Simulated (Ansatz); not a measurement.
Input file for Ansatz (a program for electronic structure):

Ansatz 0.2 input:
```yaml
crystal:
  lattice:
    - [0.0, 2.2424817781, 2.2424817781]
    - [2.2424817781, 0.0, 2.2424817781]
    - [2.2424817781, 2.2424817781, 0.0]
  atoms:
    - { symbol: Nb, position: [0.0, 0.0, 0.0] }
    - { symbol: C, position: [0.5, 0.5, 0.5] }
kpoints:
  mp_grid: { grid: [33, 33, 33] }
hamiltonian:
  xc: pbe
  pseudopotentials: { kind: paw }
scf:
  occupations: { method: fermi_dirac, width: 0.1 }
elastic: { mode: relaxed_ion, stencil: two_point, amplitude: 0.005, f_tol: 0.0005 }
```

Output (shortened):

```
Pseudopotential: Nb, paw, valence charge 13
Pseudopotential: C, paw, valence charge 4
Functional definition: PBE
Crystal: 2 atoms, lattice volume = 22.554 Å³
Basis set: ecut = 420 eV, 459 PW (Γ), exchange–correlation on 48×48×48 points (8 copies of the dense FFT grid, shifted against one another)
Bands: 13, of which v1, the nominal top of the filled ones, is band 9 counted from 1 (8 counted from 0)
Symmetry: 48 space group operations
Space group: Fm-3m (ITA 225), of the structure as read, at distance tolerance 2.8e-5 Å
k-points: 969 of 35937
SCF iter   1: F=—  HF=-4804.329072 eV  |F-HF|=—  |Δ(HF+E_count)|=         —  Δρ=4.25e-3  dr2=5.14e-3  ethr=1.77e-3  ⟨swp⟩=5.1  Hψ=148312  notcnv=0  defer=255
automatic band count: the SCF goes on with 17 bands, as 13 were too few: the levels above may hold too much charge
preconditioner: auto → none
SCF iter   2: F=—  HF=-4804.328431 eV  |F-HF|=—  |Δ(HF+E_count)|=   6.41e-4  Δρ=3.16e-3  dr2=2.99e-3  ethr=3.02e-5  ⟨swp⟩=1.0  Hψ=24327  notcnv=0  defer=274
SCF iter   3: F=—  HF=-4804.327876 eV  |F-HF|=—  |Δ(HF+E_count)|=   5.55e-4  Δρ=6.72e-4  dr2=1.44e-4  ethr=1.76e-5  ⟨swp⟩=1.1  Hψ=14767  notcnv=0  defer=274
SCF iter   4: F=—  HF=-4804.327842 eV  |F-HF|=—  |Δ(HF+E_count)|=   3.40e-5  Δρ=9.44e-5  dr2=1.46e-6  ethr=8.47e-7  ⟨swp⟩=1.4  Hψ=15983  notcnv=0  defer=274
SCF iter   5: F=—  HF=-4804.327841 eV  |F-HF|=—  |Δ(HF+E_count)|=   1.13e-6  Δρ=2.65e-5  dr2=9.62e-8  ethr=8.60e-9  ⟨swp⟩=2.8  Hψ=23133  notcnv=0  defer=274
SCF iter   6: F=—  HF=-4804.327841 eV  |F-HF|=—  |Δ(HF+E_count)|=   3.50e-8  Δρ=2.60e-6  dr2=1.99e-9  ethr=5.66e-10  ⟨swp⟩=2.1  Hψ=18036  notcnv=0  defer=274
SCF iter   7: F=—  HF=-4804.327841 eV  |F-HF|=—  |Δ(HF+E_count)|=  3.73e-10  Δρ=1.76e-7  dr2=2.25e-12  ethr=1.17e-11  ⟨swp⟩=1.9  Hψ=17621  notcnv=0  defer=274
SCF iter   8: F=—  HF=-4804.327841 eV  |F-HF|=—  |Δ(HF+E_count)|=    0.00e0  Δρ=3.62e-8  dr2=1.07e-13  ethr=1.00e-12  ⟨swp⟩=7.7  Hψ=63475  notcnv=0
SCF iter   9: F=-4804.327841 eV  HF=-4804.327841 eV  |F-HF|=9.09e-13  |Δ(HF+E_count)|=  9.09e-13  Δρ=4.04e-9  dr2=1.07e-15  ethr=1.00e-12  ⟨swp⟩=3.8  Hψ=38542  notcnv=0
SCF 1 converged in 9 iterations: F = -4804.327841 eV  dr2 = 1.07e-15
Crystal: 2 atoms, lattice volume = 22.441 Å³
Basis set: ecut = 420 eV, 443 PW (Γ), exchange–correlation on 48×48×48 points (8 copies of the dense FFT grid, shifted against one another)
Bands: 17, of which v1, the nominal top of the filled ones, is band 9 counted from 1 (8 counted from 0)
Symmetry: 16 space group operations
k-points: 2601 of 35937
iter 1 solved again at ethr=3.29e-6 eV; its pass at ethr=3.10e-3 eV (dr2=5.60e-4 eV) is discarded
SCF iter   1: F=—  HF=-4804.326745 eV  |F-HF|=—  |Δ(HF+E_count)|=         —  Δρ=1.56e-3  dr2=5.91e-4  ethr=3.29e-6  ⟨swp⟩=2.1  Hψ=245917  notcnv=0  defer=3621
preconditioner: auto → none
SCF iter   2: F=—  HF=-4804.326618 eV  |F-HF|=—  |Δ(HF+E_count)|=   1.27e-4  Δρ=6.72e-4  dr2=1.19e-4  ethr=3.29e-6  ⟨swp⟩=1.0  Hψ=39448  notcnv=0  defer=3621
SCF iter   3: F=—  HF=-4804.326589 eV  |F-HF|=—  |Δ(HF+E_count)|=   2.92e-5  Δρ=1.01e-4  dr2=2.44e-6  ethr=7.00e-7  ⟨swp⟩=1.0  Hψ=39470  notcnv=0  defer=3621
SCF iter   4: F=—  HF=-4804.326587 eV  |F-HF|=—  |Δ(HF+E_count)|=   1.45e-6  Δρ=1.82e-5  dr2=7.53e-8  ethr=1.44e-8  ⟨swp⟩=1.0  Hψ=39464  notcnv=0  defer=3621
SCF iter   5: F=—  HF=-4804.326587 eV  |F-HF|=—  |Δ(HF+E_count)|=   1.17e-7  Δρ=3.86e-6  dr2=1.67e-9  ethr=4.43e-10  ⟨swp⟩=2.7  Hψ=60107  notcnv=0  defer=3621
SCF iter   6: F=—  HF=-4804.326587 eV  |F-HF|=—  |Δ(HF+E_count)|=  6.63e-10  Δρ=4.70e-7  dr2=2.43e-11  ethr=9.83e-12  ⟨swp⟩=2.3  Hψ=52110  notcnv=0  defer=3621
SCF iter   7: F=—  HF=-4804.326587 eV  |F-HF|=—  |Δ(HF+E_count)|=  1.55e-11  Δρ=5.83e-8  dr2=6.51e-13  ethr=1.43e-13 (applied; sched 1.00e-12)  ⟨swp⟩=2.8  Hψ=62559  notcnv=0  defer=4818
SCF iter   8: F=-4804.326587 eV  HF=-4804.326587 eV  |F-HF|=9.09e-13  |Δ(HF+E_count)|=  9.09e-13  Δρ=9.85e-9  dr2=1.68e-14  ethr=1.00e-12  ⟨swp⟩=4.0  Hψ=109624  notcnv=0
SCF 2 converged in 8 iterations: F = -4804.326587 eV  dr2 = 1.68e-14
Crystal: 2 atoms, lattice volume = 22.666 Å³
iter 1 solved again at ethr=6.17e-10 eV; its pass at ethr=3.10e-3 eV (dr2=1.05e-7 eV) is discarded
SCF iter   1: F=—  HF=-4804.326778 eV  |F-HF|=—  |Δ(HF+E_count)|=         —  Δρ=2.81e-5  dr2=1.47e-7  ethr=6.17e-10  ⟨swp⟩=2.9  Hψ=245698  notcnv=0  defer=2309
preconditioner: auto → none
SCF iter   2: F=—  HF=-4804.326777 eV  |F-HF|=—  |Δ(HF+E_count)|=   8.40e-7  Δρ=1.24e-5  dr2=2.99e-8  ethr=6.17e-10  ⟨swp⟩=2.0  Hψ=50775  notcnv=0  defer=2309
SCF iter   3: F=—  HF=-4804.326777 eV  |F-HF|=—  |Δ(HF+E_count)|=   1.47e-8  Δρ=1.72e-6  dr2=5.07e-10  ethr=1.76e-10  ⟨swp⟩=1.5  Hψ=43822  notcnv=0  defer=2309
SCF iter   4: F=—  HF=-4804.326777 eV  |F-HF|=—  |Δ(HF+E_count)|=  3.82e-10  Δρ=3.04e-7  dr2=1.80e-11  ethr=2.98e-12  ⟨swp⟩=1.6  Hψ=44057  notcnv=0  defer=2309
SCF iter   5: F=—  HF=-4804.326777 eV  |F-HF|=—  |Δ(HF+E_count)|=  3.64e-12  Δρ=4.19e-8  dr2=1.24e-13  ethr=1.06e-13 (applied; sched 1.00e-12)  ⟨swp⟩=2.0  Hψ=47974  notcnv=0  defer=4651
SCF iter   6: F=-4804.326777 eV  HF=-4804.326777 eV  |F-HF|=1.82e-12  |Δ(HF+E_count)|=  1.82e-12  Δρ=3.49e-9  dr2=1.09e-15  ethr=1.00e-12  ⟨swp⟩=3.8  Hψ=104724  notcnv=0
SCF 3 converged in 6 iterations: F = -4804.326777 eV  dr2 = 1.09e-15
Crystal: 2 atoms, lattice volume = 22.554 Å³
Basis set: ecut = 420 eV, 451 PW (Γ), exchange–correlation on 48×48×48 points (8 copies of the dense FFT grid, shifted against one another)
Symmetry: 8 space group operations
k-points: 4913 of 35937
iter 1 solved again at ethr=4.75e-8 eV; its pass at ethr=3.10e-3 eV (dr2=8.07e-6 eV) is discarded
SCF iter   1: F=—  HF=-4804.327541 eV  |F-HF|=—  |Δ(HF+E_count)|=         —  Δρ=2.32e-4  dr2=5.16e-6  ethr=4.75e-8  ⟨swp⟩=3.3  Hψ=492712  notcnv=0  defer=6705
preconditioner: auto → none
SCF iter   2: F=—  HF=-4804.327540 eV  |F-HF|=—  |Δ(HF+E_count)|=   1.30e-6  Δρ=1.06e-4  dr2=8.97e-7  ethr=3.03e-8  ⟨swp⟩=1.0  Hψ=74140  notcnv=0  defer=6705
SCF iter   3: F=—  HF=-4804.327540 eV  |F-HF|=—  |Δ(HF+E_count)|=   1.06e-7  Δρ=1.44e-5  dr2=1.35e-8  ethr=5.28e-9  ⟨swp⟩=1.0  Hψ=74271  notcnv=0  defer=6705
SCF iter   4: F=—  HF=-4804.327540 eV  |F-HF|=—  |Δ(HF+E_count)|=   8.25e-9  Δρ=1.25e-6  dr2=9.49e-11  ethr=7.97e-11  ⟨swp⟩=2.0  Hψ=98470  notcnv=0  defer=6705
SCF iter   5: F=—  HF=-4804.327540 eV  |F-HF|=—  |Δ(HF+E_count)|=  5.64e-11  Δρ=7.30e-8  dr2=4.77e-13  ethr=5.58e-13 (applied; sched 1.00e-12)  ⟨swp⟩=2.4  Hψ=106715  notcnv=0  defer=9082
SCF iter   6: F=-4804.327540 eV  HF=-4804.327540 eV  |F-HF|=2.73e-12  |Δ(HF+E_count)|=  9.09e-13  Δρ=8.56e-9  dr2=1.18e-14  ethr=1.00e-12  ⟨swp⟩=4.0  Hψ=221344  notcnv=0
SCF 4 converged in 6 iterations: F = -4804.327540 eV  dr2 = 1.18e-14
Crystal: 2 atoms, lattice volume = 22.554 Å³
iter 1 solved again at ethr=8.33e-11 eV; its pass at ethr=3.10e-3 eV (dr2=1.42e-8 eV) is discarded
SCF iter   1: F=—  HF=-4804.327541 eV  |F-HF|=—  |Δ(HF+E_count)|=         —  Δρ=1.11e-5  dr2=9.39e-9  ethr=8.33e-11  ⟨swp⟩=2.9  Hψ=459470  notcnv=0  defer=5403
preconditioner: auto → none
SCF iter   2: F=—  HF=-4804.327540 eV  |F-HF|=—  |Δ(HF+E_count)|=   8.78e-7  Δρ=5.45e-6  dr2=2.03e-9  ethr=5.52e-11  ⟨swp⟩=1.0  Hψ=74045  notcnv=0  defer=5403
SCF iter   3: F=—  HF=-4804.327540 eV  |F-HF|=—  |Δ(HF+E_count)|=   1.04e-8  Δρ=4.22e-7  dr2=2.94e-11  ethr=1.19e-11  ⟨swp⟩=1.0  Hψ=74045  notcnv=0  defer=5403
SCF iter   4: F=—  HF=-4804.327540 eV  |F-HF|=—  |Δ(HF+E_count)|=  2.55e-11  Δρ=8.88e-8  dr2=8.23e-13  ethr=1.73e-13 (applied; sched 1.00e-12)  ⟨swp⟩=1.0  Hψ=74245  notcnv=0  defer=9255
SCF iter   5: F=-4804.327540 eV  HF=-4804.327540 eV  |F-HF|=9.09e-13  |Δ(HF+E_count)|=  9.09e-13  Δρ=1.79e-8  dr2=2.85e-14  ethr=1.00e-12  ⟨swp⟩=4.0  Hψ=210912  notcnv=0
SCF 5 converged in 5 iterations: F = -4804.327540 eV  dr2 = 2.85e-14
SCF converged after 9 iterations
Free energy (F): -4804.327841 eV
Harris-Foulkes:  -4804.327841 eV  (|F-HF|=9.09e-13)
Internal energy: -4804.303409 eV  (E = F + TS)
E sigma→0 (E₀):  -4804.315625 eV
Entropy (-TS):   -0.024432 eV (-12.216 meV/atom)
Fermi energy:    18.594149 eV
--- Per-component energies (eV) ---
  E_band       = -36.337794
  E_kinetic    = 483.888760
  E_local      = -707.055434  (includes V_loc(G=0)·N_el)
  E_nonlocal   = 143.766910
  E_hartree    = 214.946400
  E_xc         = -224.991371
  E_vxc        = -274.419400  (∫ρ·V_xc dr)
  E_paw        = -3171.288106  (= ΣΔE_a)
  E_vpaw       = -112.411448  (= ΣTr[D̂ρ^β])
  E_aug_tail   = 0.000018  (compensation charges beyond the density's cutoff)
  E_ewald      = -1543.570586
  E_smearing   = -0.024432  (= −TS)
  E_closure    = 0.000000  (closes the sum)
  Σ components = -4804.327841   (vs F -4804.327841, Δ=0.00e0)
  [band-id]    e_kinetic+e_local+e_nonlocal+2·e_hartree+e_vxc+e_vpaw+e_augmentation_tail = -36.337794   (vs E_band -36.337794, Δ=3.55e-7)
--- Forces (eV/Å), atoms counted from 1 ---
  atom   1  Nb     0.00000000     0.00000000     0.00000000
  atom   2  C      0.00000000     0.00000000     0.00000000
  max |Σ_I F_I| component: 0.0 eV/Å
--- Stress (GPa, compression-positive) ---
        0.104048       0.000000       0.000000
        0.000000       0.104048       0.000000
        0.000000       0.000000       0.104048
  P = ⅓ Tr σ = 0.1040 GPa (1.040 kbar)
--- Band table (eV; the first three rows and the last of 969) ---
  k-point 0: bands = ["-37.1655", "-12.8944", "-12.8944", "-12.8944", "5.1977", "17.2909", "17.2909", "17.2909", "18.3588", "18.3588", "18.3588", "18.9285", "18.9285", "26.0818", "28.5302", "40.5929", "40.5929"]
  k-point 1: bands = ["-37.1646", "-12.9022", "-12.8951", "-12.8951", "5.2208", "17.1620", "17.2704", "17.2704", "18.0844", "18.0844", "18.4412", "19.2695", "19.2695", "26.1269", "28.5870", "40.3683", "40.4904"]
  k-point 2: bands = ["-37.1619", "-12.9254", "-12.8973", "-12.8973", "5.2896", "16.8520", "17.1346", "17.1346", "17.8007", "17.8007", "18.6143", "19.8254", "19.8254", "26.2575", "28.7534", "39.8078", "40.1871"]
  k-point 968: bands = ["-37.0291", "-13.4035", "-13.3804", "-13.1845", "7.3325", "13.9366", "14.2168", "14.2759", "19.9795", "20.1998", "21.7747", "23.6839", "23.9268", "31.3273", "31.5559", "32.0168", "35.2599"]
--- Elastic constants: 2 strain directions × 2 members + reference (group order 48) ---
  dense FFT box of the reference and of every strained cell: 24×24×24
  strains applied: 11, 23; error gains: componentwise 1.00 (the most a stress slope's error grows in a printed constant), spectral 1.73 (1 for all six strains …
  C = ∂σ_k/∂η_j (tension-positive GPa; Voigt order 11 22 33 23 13 12):
       658.492    121.410    121.410      0.000      0.000      0.000
       121.410    658.492    121.410      0.000      0.000      0.000
       121.410    121.410    658.492      0.000      0.000      0.000
         0.000      0.000      0.000    170.593      0.000      0.000
         0.000      0.000      0.000      0.000    170.593      0.000
         0.000      0.000      0.000      0.000      0.000    170.593
  reference stress σ⁰ (GPa):     -0.104     -0.104     -0.104      0.000      0.000      0.000
  C* (energy form; C + prestress term) asymmetry max|C*_kj − C*_jk| = 4.263e-14 GPa — a small one proves nothing (zero by symmetry where the batch's group is …
  moduli (Voigt/Reuss/Hill, GPa): K = 300.44/300.44/300.44   G = 209.77/199.73/204.75   E = 500.55   ν = 0.222
  mechanically stable: yes (min eigenvalue of sym C = 170.59 GPa)
  where every solve meets its electron count the energy-path curvature estimates C_jj along a normal strain and C_jj − ¼(σ⁰_aa + σ⁰_bb) along a shear (ab), of …
  strain η (Voigt 11):  stress-route row diagonal C_11 = 658.49 GPa, energy-path curvature d²(F+E_count+ΔE)/dδ²/Ω₀ = 658.37 GPa
         δ    σ_11 (GPa)             F (eV)   n_scf  n_hpsi   n_pw
    -5.000e-3      -3.4886       -4804.3265875       8  681429    452   relax 0 steps, max|allowed force component| 0.0 eV/Å
     5.000e-3       3.0963       -4804.3267768       6  569770    459   relax 0 steps, max|allowed force component| 0.0 eV/Å
  strain η (Voigt 23):  stress-route row diagonal C_44 = 170.59 GPa, energy-path curvature d²(F+E_count+ΔE)/dδ²/Ω₀ = 170.64 GPa
         δ    σ_23 (GPa)             F (eV)   n_scf  n_hpsi   n_pw
    -5.000e-3      -0.8530       -4804.3275401       6  1129260    452   relax 0 steps, max|allowed force component| 0.0 eV/Å
     5.000e-3       0.8530       -4804.3275401       5  954249    452   relax 0 steps, max|allowed force component| 0.0 eV/Å
```

Cost: around 6 core-minutes (rough) on shared cores.

Symmetry was held in the PBE relaxation; phonons on a q-mesh show no instability. The run is not spin-polarised. As this level gives no gap, shear constants depend on the k-mesh and smearing (Fermi–Dirac, 0.1 eV here). Scalar-relativistic: spin–orbit coupling is off unless named, which matters more the heavier the elements.

Potentials: the later of the program's two PAW sets.

Ansatz is a plane-wave DFT program.
